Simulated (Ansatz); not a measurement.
Run on SiO2 (rutile type): DFT, LDA, all-electron LAPW, scalar-relativistic (Ansatz 0.2.0).

The cell comes from a relaxation on PAW files under the same functional, begun from a prototype that needn't be the stable phase.

Command: `ansatz run input.yaml --threads 2 --pin off --max-ram 5120MiB --backend cpu --events-out ev --progress --plain --runs-dir out` It took 110 s on 2 threads of Arm Neoverse N1 (shared host), peak memory 0.8 GiB.

```yaml
crystal:
  lattice:
    - [4.1548573945, 0.0, 0.0]
    - [0.0, 4.1548573945, 0.0]
    - [0.0, 0.0, 2.661441267]
  atoms:
    - { symbol: Si, position: [0.0, 0.0, 0.0] }
    - { symbol: Si, position: [0.5, 0.5, 0.5] }
    - { symbol: O, position: [0.3055797227, 0.3055797227, 0.0] }
    - { symbol: O, position: [0.6944202773, 0.6944202773, 0.0] }
    - { symbol: O, position: [0.8055797227, 0.1944202773, 0.5] }
    - { symbol: O, position: [0.1944202773, 0.8055797227, 0.5] }
kpoints:
  mp_grid: { grid: [8, 8, 11] }
  band_path:
    path:
      - [0.0, 0.0, 0.0]
      - [0.0, 0.5, 0.0]
      - [0.5, 0.5, 0.0]
      - [0.0, 0.0, 0.0]
      - [0.0, 0.0, 0.5]
      - [0.0, 0.5, 0.5]
      - [0.5, 0.5, 0.5]
      - [0.0, 0.0, 0.5]
      - [0.0, 0.5, 0.0]
    npoints: 14
scf:
  occupations: { method: fermi_dirac, width: 0.08 }
hamiltonian:
  xc: lda
  pseudopotentials: { kind: all_electron, lapw: { basis_error: 0.001 } }
output:
  forces: true
  stress: true
  eigenvalues: true
  populations: true
  dos: { projected: true, de: 0.2, e_range: [-14, 8] }
```

Output:

```
Si: projections on atomic orbitals take those of the free atom 1s2 2s2 2p6 3s2 3p2, of charge +0.00 (hamiltonian.pseudopotentials.projection_atoms)
O: projections on atomic orbitals take those of the free atom 1s2 2s2 2p4, of charge +0.00 (hamiltonian.pseudopotentials.projection_atoms)
LAPW: plane waves up to 11.007 Å⁻¹, error target 1.0e-3 eV per atom; small_component_spin mean_spin; O in spheres of 0.854 Å, 8 of its electrons in bands, Dirac shells []; Si in spheres of 0.900 Å, 12 of its electrons in bands, Dirac shells [] (how accurate: hamiltonian.pseudopotentials.lapw.basis_error, Limitations)
Engine: ansatz 0.2.0
Pseudopotentials: kind: all_electron
Pseudopotential: Si, LAPW, valence charge 12, lapw/all_electron/scalar/gaussian/Si, Koelling and Harmon's equation, gaussian nucleus
Pseudopotential: O, LAPW, valence charge 8, lapw/all_electron/scalar/gaussian/O, Koelling and Harmon's equation, gaussian nucleus
Functional definition: SPW92
  exchange = slater_x
  correlation = pw_c
Crystal: 6 atoms, lattice volume = 45.944 Å³
Basis set: ecut = 461.63484610167455 eV, 1049 PW (Γ), exchange–correlation at level 2
Bands: 34, of which v1, the nominal top of the filled ones, is band 28 counted from 1 (27 counted from 0)
Symmetry: 16 space group operations
Space group: P42/mnm (ITA 136), of the structure as read, at distance tolerance 3.6e-5 Å
k-points: 90 of 704
Non-local potential: Si, projectors of the file, none
Non-local potential: O, projectors of the file, none
Initial density: superposition of atomic densities (chi_scale 0.1, normalization cell, long waves kept (reshape's long-wave potential 0.00 eV rms))
Initial wavefunctions: plane waves of lowest kinetic energy (no species holds an atomic orbital)
Functional: x = slater, c = lda
iter 1 solved again at ethr=1.48e-2 eV; its pass at ethr=1.00e-1 eV (dr2=8.27e0 eV) is discarded
SCF iter   1: F=—  HF=-23887.337357 eV  |F-HF|=—  |Δ(HF+E_count)|=         —  Δρ=1.51e-1  dr2=8.27e0  ethr=1.48e-2  ⟨swp⟩=2.0  Hψ=21116  notcnv=0
preconditioner: auto → Resta (q_TF=auto, 2.820 Å⁻¹)  ε∞=3.4  [insulator: Δε(μ)=7.641 eV  Ē_g=20.107 eV  σ=0.080 eV  W_gap=1.00  n_scr=18 (ndim 8)  ℏωp=31.0 eV  f_vac=0.000  D(μ)=0.00/eV (n_scr^D=0)  ε∞_Penn≈3.4]
iter 2 solved again at ethr=6.58e-4 eV; its pass at ethr=1.48e-2 eV (dr2=3.68e-1 eV) is discarded
SCF iter   2: F=—  HF=-23882.643293 eV  |F-HF|=—  |Δ(HF+E_count)|=    4.69e0  Δρ=3.67e-2  dr2=3.68e-1  ethr=6.58e-4  ⟨swp⟩=2.2  Hψ=15999  notcnv=0
SCF iter   3: F=—  HF=-23882.525370 eV  |F-HF|=—  |Δ(HF+E_count)|=         —  Δρ=2.80e-2  dr2=2.69e-1  ethr=6.58e-4  ⟨swp⟩=2.0  Hψ=9030  notcnv=0
the basis was enlarged: its passes take 53.4 KiB over the memory plan, 2 of 2 planned eigensolver slots
SCF iter   4: F=—  HF=-23882.483861 eV  |F-HF|=—  |Δ(HF+E_count)|=   4.15e-2  Δρ=1.03e-2  dr2=3.30e-2  ethr=4.80e-4  ⟨swp⟩=2.0  Hψ=8748  notcnv=0
SCF iter   5: F=—  HF=-23882.474707 eV  |F-HF|=—  |Δ(HF+E_count)|=   9.15e-3  Δρ=2.34e-3  dr2=1.77e-3  ethr=5.89e-5  ⟨swp⟩=2.0  Hψ=8779  notcnv=0
SCF iter   6: F=—  HF=-23882.474279 eV  |F-HF|=—  |Δ(HF+E_count)|=   4.28e-4  Δρ=2.98e-4  dr2=3.34e-5  ethr=3.15e-6  ⟨swp⟩=2.0  Hψ=8735  notcnv=0
SCF iter   7: F=—  HF=-23882.474273 eV  |F-HF|=—  |Δ(HF+E_count)|=   5.78e-6  Δρ=2.11e-5  dr2=2.15e-7  ethr=5.97e-8  ⟨swp⟩=2.0  Hψ=8733  notcnv=0
SCF iter   8: F=-23882.474273 eV  HF=-23882.474273 eV  |F-HF|=4.86e-9  |Δ(HF+E_count)|=   8.12e-9  Δρ=3.47e-6  dr2=4.95e-9  ethr=3.84e-10  ⟨swp⟩=2.4  Hψ=8826  notcnv=0
SCF 1 converged in 8 iterations: F = -23882.474273 eV  dr2 = 4.95e-9
NSCF: frozen V_eff on 113 k-points
SCF converged after 8 iterations
Free energy (F): -23882.474273 eV
Harris-Foulkes:  -23882.474273 eV  (|F-HF|=4.86e-9)
Internal energy: -23882.474273 eV  (E = F + TS)
E sigma→0 (E₀):  -23882.474273 eV
Fermi energy:    14.608802 eV
--- Per-component energies (eV) ---
  E_band       = -5241.504176
  E_kinetic    = 23882.334030
  E_xc         = -1974.191287
  E_electrostatic = -45790.617016  (all electrons and nuclei)
  E_smearing   = -0.000000  (= −TS)
  E_closure    = 0.000000  (closes the sum)
  E_atoms      = -23830.318772  (free atoms, spherical and without spin; not in F)
  Σ components = -23882.474273   (vs F -23882.474273, Δ=0.00e0)
  Basis errors (estimates in eV, not in F): energy 4.8e-4 per atom: plane waves 4.3e-4 (2.6e-4 summed), levels above the bands 5.4e-51, relativity 1.0e-8, radial functions 4.8e-5, core shells 7.2e-12; eigenvalues (radial functions only) 2.7e-6; not estimated: angular momenta, meshes, grids; target (lapw.basis_error) 1.0e-3; muffin-tin radii O 0.854 Å, Si 0.900 Å
--- Forces (eV/Å), atoms counted from 1 ---
  atom   1  Si     0.00000000    -0.00000000     0.00000000
  atom   2  Si     0.00000000     0.00000000     0.00000000
  atom   3  O     -0.00011917    -0.00011917     0.00000000
  atom   4  O      0.00011917     0.00011917     0.00000000
  atom   5  O     -0.00011917     0.00011917     0.00000000
  atom   6  O      0.00011917    -0.00011917     0.00000000
  max |Σ_I F_I| component: 1.63e-18 eV/Å
--- Stress (GPa, compression-positive) ---
        0.112275       0.000000       0.000000
        0.000000       0.112275       0.000000
        0.000000       0.000000       0.171109
  P = ⅓ Tr σ = 0.1319 GPa (1.319 kbar)
--- Band table (eV; the first three rows and the last of 90) ---
  k-point 0: bands = ["-489.3620", "-489.3620", "-489.3620", "-489.3620", "-121.4670", "-121.4669", "-78.3504", "-78.3501", "-78.3454", "-78.3454", "-78.3351", "-78.3351", "-10.8891", "-7.0780", "-7.0780", "-6.8074", "0.6392", "5.0861", "5.0861", "5.1460", "6.1177", "6.4440", "8.4358", "8.4358", "9.1073", "10.7538", "10.7538", "11.6579", "17.4774", "18.1152", "20.0525", "20.0525", "22.4177", "23.1374"]
  k-point 1: bands = ["-489.3620", "-489.3620", "-489.3620", "-489.3620", "-121.4669", "-121.4669", "-78.3510", "-78.3507", "-78.3454", "-78.3454", "-78.3351", "-78.3351", "-10.7754", "-7.0186", "-7.0186", "-6.7927", "0.6793", "5.1795", "5.1795", "5.2696", "5.7908", "6.2875", "8.0457", "8.0457", "8.7081", "10.6710", "10.6710", "11.5519", "17.8783", "18.7383", "20.5481", "20.5481", "21.9464", "23.6610"]
  k-point 2: bands = ["-489.3620", "-489.3620", "-489.3620", "-489.3620", "-121.4668", "-121.4667", "-78.3526", "-78.3523", "-78.3452", "-78.3452", "-78.3349", "-78.3349", "-10.4414", "-6.8530", "-6.8530", "-6.7822", "0.7779", "5.1146", "5.4509", "5.4509", "5.6351", "5.7429", "7.1128", "7.1128", "7.8590", "10.4091", "10.4091", "11.2216", "18.7149", "20.2386", "21.5333", "21.7714", "21.7714", "24.4361"]
  k-point 89: bands = ["-489.3620", "-489.3620", "-489.3620", "-489.3620", "-121.4663", "-121.4663", "-78.3577", "-78.3577", "-78.3449", "-78.3449", "-78.3344", "-78.3344", "-7.7311", "-7.7311", "-6.5041", "-6.5041", "0.7566", "0.7566", "3.3144", "3.3144", "7.0404", "7.0404", "7.0582", "7.0582", "9.8713", "9.8713", "10.0380", "10.0380", "18.8986", "18.8986", "22.5607", "22.5607", "23.1920", "23.1920"]
--- Löwdin populations: 6 sites ---
  site symbol       q [e]
     0     Si     12.3986
     1     Si     12.3986
     2      O      8.7034
     3      O      8.7034
     4      O      8.7034
     5      O      8.7034
  spilling = 0.006487 (of n_electrons = 60.000000)
```

populations.tsv:

```
# site	symbol	l	j	q
# orbitals = lowdin
# n_electrons = 60.000000
# spilling = 0.006487
# projection_atom_Si: 1s2 2s2 2p6 3s2 3p2
# projection_atom_O: 1s2 2s2 2p4
0	Si	0_1S	-	1.999801
0	Si	0_2S	-	1.985532
0	Si	0_3S	-	0.707457
0	Si	1_2P	-	5.994316
0	Si	1_3P	-	1.711527
1	Si	0_1S	-	1.999801
1	Si	0_2S	-	1.985532
1	Si	0_3S	-	0.707457
1	Si	1_2P	-	5.994316
1	Si	1_3P	-	1.711527
2	O	0_1S	-	1.996807
2	O	0_2S	-	1.597388
2	O	1_2P	-	5.109178
3	O	0_1S	-	1.996807
3	O	0_2S	-	1.597388
3	O	1_2P	-	5.109178
4	O	0_1S	-	1.996807
4	O	0_2S	-	1.597388
4	O	1_2P	-	5.109178
5	O	0_1S	-	1.996807
5	O	0_2S	-	1.597388
5	O	1_2P	-	5.109178
```

Next run (volume at 0.94 of the series' base cell), as changes to the input before:

```diff
   lattice:
-    - [4.1548573945, 0.0, 0.0]
-    - [0.0, 4.1548573945, 0.0]
-    - [0.0, 0.0, 2.661441267]
+    - [4.0573685339, 0.0, 0.0]
+    - [0.0, 4.0573685339, 0.0]
+    - [0.0, 0.0, 2.6234214857]
   atoms:
-    - { symbol: O, position: [0.3055797227, 0.3055797227, 0.0] }
-    - { symbol: O, position: [0.6944202773, 0.6944202773, 0.0] }
-    - { symbol: O, position: [0.8055797227, 0.1944202773, 0.5] }
-    - { symbol: O, position: [0.1944202773, 0.8055797227, 0.5] }
+    - { symbol: O, position: [0.3035887294, 0.3035887294, 0.0] }
+    - { symbol: O, position: [0.6964112706, 0.6964112706, 0.0] }
+    - { symbol: O, position: [0.8035887294, 0.1964112706, 0.5] }
+    - { symbol: O, position: [0.1964112706, 0.8035887294, 0.5] }
 kpoints:
   mp_grid: { grid: [8, 8, 11] }
-  band_path:
-    path:
-      - [0.0, 0.0, 0.0]
-      - [0.0, 0.5, 0.0]
-      - [0.5, 0.5, 0.0]
-      - [0.0, 0.0, 0.0]
-      - [0.0, 0.0, 0.5]
-      - [0.0, 0.5, 0.5]
-      - [0.5, 0.5, 0.5]
-      - [0.0, 0.0, 0.5]
-      - [0.0, 0.5, 0.0]
-    npoints: 14
 scf:
   populations: true
-  dos: { projected: true, de: 0.2, e_range: [-14, 8] }
```

Results part of the output:

```
SCF 1 converged in 7 iterations: F = -23882.292460 eV  dr2 = 1.03e-8
SCF converged after 7 iterations
Free energy (F): -23882.292460 eV
Harris-Foulkes:  -23882.292460 eV  (|F-HF|=1.90e-9)
Internal energy: -23882.292460 eV  (E = F + TS)
E sigma→0 (E₀):  -23882.292460 eV
Fermi energy:    16.105064 eV
--- Per-component energies (eV) ---
  E_band       = -5183.661022
  E_kinetic    = 23899.869893
  E_xc         = -1978.638482
  E_electrostatic = -45803.523870  (all electrons and nuclei)
  E_smearing   = -0.000000  (= −TS)
  E_closure    = 0.000000  (closes the sum)
  E_atoms      = -23830.318772  (free atoms, spherical and without spin; not in F)
  Σ components = -23882.292460   (vs F -23882.292460, Δ=0.00e0)
  Basis errors (estimates in eV, not in F): energy 4.6e-4 per atom: plane waves 4.2e-4 (2.5e-4 summed), levels above the bands 2.6e-51, relativity 1.1e-8, radial functions 4.2e-5, core shells 1.1e-11; eigenvalues (radial functions only) 3.8e-6; not estimated: angular momenta, meshes, grids; target (lapw.basis_error) 1.0e-3; muffin-tin radii O 0.840 Å, Si 0.889 Å
--- Forces (eV/Å), atoms counted from 1 ---
  atom   1  Si    -0.00000000     0.00000000     0.00000000
  atom   2  Si    -0.00000000    -0.00000000     0.00000000
  atom   3  O      0.00139280     0.00139280     0.00000000
  atom   4  O     -0.00139280    -0.00139280     0.00000000
  atom   5  O      0.00139280    -0.00139280     0.00000000
  atom   6  O     -0.00139280     0.00139280     0.00000000
  max |Σ_I F_I| component: 1.30e-18 eV/Å
--- Stress (GPa, compression-positive) ---
       22.262873       0.000000       0.000000
        0.000000      22.262873       0.000000
        0.000000       0.000000      22.325198
  P = ⅓ Tr σ = 22.2836 GPa (222.836 kbar)
--- Band table (eV; the first three rows and the last of 90) ---
  k-point 0: bands = ["-488.1769", "-488.1769", "-488.1769", "-488.1769", "-120.1315", "-120.1314", "-77.0176", "-77.0172", "-76.9978", "-76.9978", "-76.9967", "-76.9967", "-10.4198", "-6.2937", "-6.2937", "-5.8511", "1.2680", "5.6918", "5.8691", "5.8691", "6.9033", "7.3300", "9.3636", "9.3636", "10.2468", "11.8474", "11.8474", "12.8043", "19.3595", "19.6783", "21.5337", "21.5337", "23.6429", "24.5475"]
  k-point 1: bands = ["-488.1769", "-488.1769", "-488.1769", "-488.1769", "-120.1315", "-120.1313", "-77.0183", "-77.0179", "-76.9977", "-76.9977", "-76.9967", "-76.9967", "-10.2997", "-6.2303", "-6.2303", "-5.8412", "1.3110", "5.8218", "5.9649", "5.9649", "6.5704", "7.1637", "8.9606", "8.9606", "9.8589", "11.7542", "11.7542", "12.6792", "20.0241", "20.0623", "22.0524", "22.0524", "23.2455", "25.0229"]
  k-point 2: bands = ["-488.1769", "-488.1769", "-488.1769", "-488.1769", "-120.1313", "-120.1311", "-77.0203", "-77.0200", "-76.9975", "-76.9975", "-76.9965", "-76.9965", "-9.9460", "-6.0533", "-6.0533", "-5.8496", "1.4204", "5.8856", "6.2068", "6.2433", "6.2433", "6.6106", "7.9947", "7.9947", "8.9951", "11.4638", "11.4638", "12.2935", "20.8359", "21.6629", "22.9398", "23.3404", "23.3404", "25.7987"]
  k-point 89: bands = ["-488.1769", "-488.1769", "-488.1769", "-488.1769", "-120.1306", "-120.1306", "-77.0267", "-77.0267", "-76.9966", "-76.9966", "-76.9963", "-76.9963", "-6.9629", "-6.9629", "-5.7130", "-5.7130", "1.3957", "1.3957", "3.9047", "3.9047", "7.9167", "7.9167", "8.0876", "8.0876", "10.9779", "10.9779", "11.0212", "11.0212", "20.7143", "20.7143", "24.1718", "24.1718", "24.5870", "24.5870"]
--- Löwdin populations: 6 sites ---
  site symbol       q [e]
     0     Si     12.3780
     1     Si     12.3780
     2      O      8.7117
     3      O      8.7117
     4      O      8.7117
     5      O      8.7117
  spilling = 0.006617 (of n_electrons = 60.000000)
```

Next run (volume at 0.88 of the series' base cell), as changes to the input before:

```diff
   lattice:
-    - [4.0573685339, 0.0, 0.0]
-    - [0.0, 4.0573685339, 0.0]
-    - [0.0, 0.0, 2.6234214857]
+    - [3.9612140014, 0.0, 0.0]
+    - [0.0, 3.9612140014, 0.0]
+    - [0.0, 0.0, 2.5766485895]
   atoms:
-    - { symbol: O, position: [0.3035887294, 0.3035887294, 0.0] }
-    - { symbol: O, position: [0.6964112706, 0.6964112706, 0.0] }
-    - { symbol: O, position: [0.8035887294, 0.1964112706, 0.5] }
-    - { symbol: O, position: [0.1964112706, 0.8035887294, 0.5] }
+    - { symbol: O, position: [0.3020992155, 0.3020992155, 0.0] }
+    - { symbol: O, position: [0.6979007845, 0.6979007845, 0.0] }
+    - { symbol: O, position: [0.8020992155, 0.1979007845, 0.5] }
+    - { symbol: O, position: [0.1979007845, 0.8020992155, 0.5] }
 kpoints:
   mp_grid: { grid: [8, 8, 11] }
+  band_path:
+    path:
+      - [0.0, 0.0, 0.0]
+      - [0.0, 0.5, 0.0]
+      - [0.5, 0.5, 0.0]
+      - [0.0, 0.0, 0.0]
+      - [0.0, 0.0, 0.5]
+      - [0.0, 0.5, 0.5]
+      - [0.5, 0.5, 0.5]
+      - [0.0, 0.0, 0.5]
+      - [0.0, 0.5, 0.0]
+    npoints: 8
 scf:
   populations: true
+  dos: { projected: true, de: 0.2, e_range: [-14, 8] }
```

Results part of the output:

```
SCF 1 converged in 7 iterations: F = -23881.656926 eV  dr2 = 5.68e-9
NSCF: frozen V_eff on 65 k-points
SCF converged after 7 iterations
Free energy (F): -23881.656926 eV
Harris-Foulkes:  -23881.656926 eV  (|F-HF|=1.62e-9)
Internal energy: -23881.656926 eV  (E = F + TS)
E sigma→0 (E₀):  -23881.656926 eV
Fermi energy:    17.428648 eV
--- Per-component energies (eV) ---
  E_band       = -5119.075635
  E_kinetic    = 23921.311964
  E_xc         = -1983.757821
  E_electrostatic = -45819.211069  (all electrons and nuclei)
  E_smearing   = -0.000000  (= −TS)
  E_closure    = 0.000000  (closes the sum)
  E_atoms      = -23830.318772  (free atoms, spherical and without spin; not in F)
  Σ components = -23881.656926   (vs F -23881.656926, Δ=0.00e0)
  Basis errors (estimates in eV, not in F): energy 4.6e-4 per atom: plane waves 4.2e-4 (2.5e-4 summed), levels above the bands 1.1e-53, relativity 1.3e-8, radial functions 3.6e-5, core shells 2.2e-11; eigenvalues (radial functions only) 2.2e-6; not estimated: angular momenta, meshes, grids; target (lapw.basis_error) 1.0e-3; muffin-tin radii O 0.820 Å, Si 0.872 Å
--- Forces (eV/Å), atoms counted from 1 ---
  atom   1  Si     0.00000000    -0.00000000     0.00000000
  atom   2  Si     0.00000000    -0.00000000    -0.00000000
  atom   3  O      0.00339326     0.00339326    -0.00000000
  atom   4  O     -0.00339326    -0.00339326     0.00000000
  atom   5  O      0.00339326    -0.00339326    -0.00000000
  atom   6  O     -0.00339326     0.00339326     0.00000000
  max |Σ_I F_I| component: 1.73e-18 eV/Å
--- Stress (GPa, compression-positive) ---
       53.264579       0.000000       0.000000
        0.000000      53.264579       0.000000
        0.000000       0.000000      53.333228
  P = ⅓ Tr σ = 53.2875 GPa (532.875 kbar)
--- Band table (eV; the first three rows and the last of 90) ---
  k-point 0: bands = ["-486.8467", "-486.8467", "-486.8467", "-486.8467", "-118.6413", "-118.6411", "-75.5280", "-75.5273", "-75.5018", "-75.5018", "-75.4957", "-75.4957", "-9.9099", "-5.4244", "-5.4244", "-4.8333", "2.0200", "6.3002", "6.7477", "6.7477", "7.8098", "8.2952", "10.4048", "10.4048", "11.5069", "13.0714", "13.0714", "14.0790", "20.7339", "22.1953", "23.2400", "23.2400", "25.0426", "26.2411"]
  k-point 1: bands = ["-486.8467", "-486.8467", "-486.8467", "-486.8467", "-118.6412", "-118.6410", "-75.5289", "-75.5283", "-75.5017", "-75.5017", "-75.4957", "-75.4957", "-9.7821", "-5.3557", "-5.3557", "-4.8264", "2.0657", "6.4379", "6.8469", "6.8469", "7.4628", "8.1221", "9.9855", "9.9855", "11.1246", "12.9665", "12.9665", "13.9338", "21.4448", "22.5690", "23.7830", "23.7830", "24.7214", "26.6552"]
  k-point 2: bands = ["-486.8467", "-486.8467", "-486.8467", "-486.8467", "-118.6409", "-118.6407", "-75.5315", "-75.5310", "-75.5014", "-75.5014", "-75.4955", "-75.4955", "-9.4055", "-5.1635", "-5.1635", "-4.8488", "2.1833", "6.7545", "6.8461", "7.1350", "7.1350", "7.5636", "8.9776", "8.9776", "10.2404", "12.6440", "12.6440", "13.4890", "23.2247", "23.2315", "24.5749", "25.1331", "25.1331", "27.4142"]
  k-point 89: bands = ["-486.8467", "-486.8467", "-486.8467", "-486.8467", "-118.6400", "-118.6400", "-75.5398", "-75.5398", "-75.5005", "-75.5005", "-75.4950", "-75.4950", "-6.1163", "-6.1163", "-4.8237", "-4.8237", "2.1203", "2.1203", "4.5565", "4.5565", "8.9238", "8.9238", "9.2021", "9.2021", "12.1177", "12.1177", "12.1911", "12.1911", "22.7914", "22.7914", "25.7679", "25.7679", "26.2509", "26.2509"]
--- Löwdin populations: 6 sites ---
  site symbol       q [e]
     0     Si     12.3547
     1     Si     12.3547
     2      O      8.7210
     3      O      8.7210
     4      O      8.7210
     5      O      8.7210
  spilling = 0.006773 (of n_electrons = 60.000000)
```
